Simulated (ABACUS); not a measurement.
Input and output of a self-consistent single point for Bi2Se3 (R-3m, 5 atoms in the cell; from Materials Project mp-541837, changed as shown) (ABACUS).

Computed with PBE, numerical atomic orbitals DZP (confined pseudo-atomic orbitals with Gaussian additions; energy shift 0.01 Ry), PseudoDojo 0.5 standard norm-conserving PBE (tails mended) pseudopotentials in ABACUS.

The change in words: volume scaled by 0.94. Reference geometry (R-3m):
```xyz
5
Lattice="2.0957 1.2099 9.9762 -2.0957 1.2099 9.9762 0.0000 -2.4199 9.9762" Properties=species:S:1:pos:R:3 pbc="T T T"
Bi     0.0000     0.0000    11.9248
Bi     0.0000     0.0000    18.0039
Se     0.0000     0.0000     0.0000
Se     0.0000     0.0000     6.4561
Se     0.0000     0.0000    23.4726
```

Reference input (self-consistent single point, DFT, PBE, numerical atomic orbitals DZP (confined pseudo-atomic orbitals with Gaussian additions; energy shift 0.01 Ry), PseudoDojo 0.5 standard norm-conserving PBE (tails mended) pseudopotentials): basis = DZP numerical atomic orbitals, energy shift 0.01 Ry; KPT = Gamma 6 6 6 0 0 0; basis_type = lcao; ecutwfc = 100 Ry; smearing_method = gaussian; smearing_sigma = 0.00146997 Ry; potentials = PseudoDojo 0.5 standard norm-conserving PBE (tails mended); symmetry = 1; ks_solver = genelpa; scf_nmax = 100; scf_thr = 1.0e-07; mixing_type = broyden. This run's input differs from it in these lines:

```diff
@@ -31,5 +31,5 @@
 LATTICE_VECTORS
-   2.0956850000    1.2099440000    9.9762300000
-  -2.0956850000    1.2099440000    9.9762300000
-   0.0000000000   -2.4198890000    9.9762300000
+   2.0529040000    1.1852440000    9.7725750000
+  -2.0529040000    1.1852440000    9.7725750000
+   0.0000000000   -2.3704890000    9.7725750000
 
@@ -41,4 +41,4 @@
 2
-   0.0000000000   -0.0000003984   11.9247872436
-   0.0000000000   -0.0000006016   18.0039027564
+   0.0000000000   -0.0000003984   11.6813543490
+   0.0000000000   -0.0000006016   17.6363706510
 
@@ -48,4 +48,4 @@
    0.0000000000    0.0000000000    0.0000000000
-   0.0000000000   -0.0000002157    6.4561272207
-  -0.0000000000   -0.0000007843   23.4725627793
+  -0.0000000000   -0.0000002157    6.3243316838
+  -0.0000000000   -0.0000007843   22.9933933162
 # file: KPT
```

Log, with long lists cut:

```
 SELF-CONSISTENT
 -------------------------------------------

                  longest orb rcut (Bohr) = 7.1
   longest nonlocal projector rcut (Bohr) = 2.54
                     search radius (Bohr) = 19.3

                          real space grid = [ 125, 125, 125 ]
                                 init_chg = atomic

 LCAO ALGORITHM --------------- ION=   1  ELEC=   1--------------------------------

 Density error is 0.0424645947174
 E_KohnSham     -1054.5535062405     -14347.9365307499
 E_Fermi        0.6608260582         8.9909997787

 LCAO ALGORITHM --------------- ION=   1  ELEC=   2--------------------------------

   [... lines left out ...]

   [... 6 blocks of this kind left out ...]

 LCAO ALGORITHM --------------- ION=   1  ELEC=   9--------------------------------

 Density error is 3.67536914242e-07
 E_KohnSham     -1054.6449747946     -14349.1810242729
 E_Fermi        0.6943671387         9.4473495905

 LCAO ALGORITHM --------------- ION=   1  ELEC=  10--------------------------------

 Density error is 3.07212345714e-08
 E_KohnSham     -1054.6449747946     -14349.1810242726
 E_KS(sigma->0) -1054.6449747946     -14349.1810242726
 E_entropy(-TS) -0.0000000000        -0.0000000000
 E_Fermi        0.6943668403         9.4473455309
 charge density convergence is achieved
 final etot is -14349.181024 eV
 EFERMI = 9.4473455309 eV

 STATE ENERGY(eV) AND OCCUPATIONS    NSPIN == 1
   [... 46 lines left out ...]

 TOTAL-FORCE (eV/Angstrom)
                       Bi1         0.0000000000         0.0000000000        -0.2555257052
                       Bi2         0.0000000000         0.0000000000         0.2555257052
                       Se1         0.0000000000         0.0000000000         0.0000000000
                       Se2         0.0000000000         0.0000000000        -0.6178600583
                       Se3         0.0000000000         0.0000000000         0.6178600583

 TOTAL-STRESS (KBAR)
        30.4414049614         0.0000000000         0.0000000000
         0.0000000000        30.4414226157         0.0000010383
        -0.0000000000         0.0000010383        31.0937407144
 TOTAL-PRESSURE: 30.658856 KBAR

 --------------------------------------------
 !FINAL_ETOT_IS -14349.1810242726314755 eV
 --------------------------------------------
```

The run converged in 10 iterations. Against the reference run the free energy goes up by 9.6 meV/atom, the pressure goes from -1.16 to 3.07 GPa, the largest force goes from under 0.1 to 0.62 eV/Å and the gap on the mesh moves little (0.475 to 0.484 eV).

Spin-orbit coupling is left out, which matters for bands and gaps with elements this heavy. The atom-centred basis is finite, which shifts total energies, pressures, gaps and forces against plane waves. The structure comes from a collection of computed structures, made at another level of theory; the collection holds predicted forms beside known ones.

Cost on one core: roughly 70 core-seconds.

The atomic orbitals were generated for these runs; they are not ABACUS's published sets and were checked against plane waves on a few crystals only.

“Tails mended”: in these copies of the files the far tail of each local potential was reset to the Coulomb form.
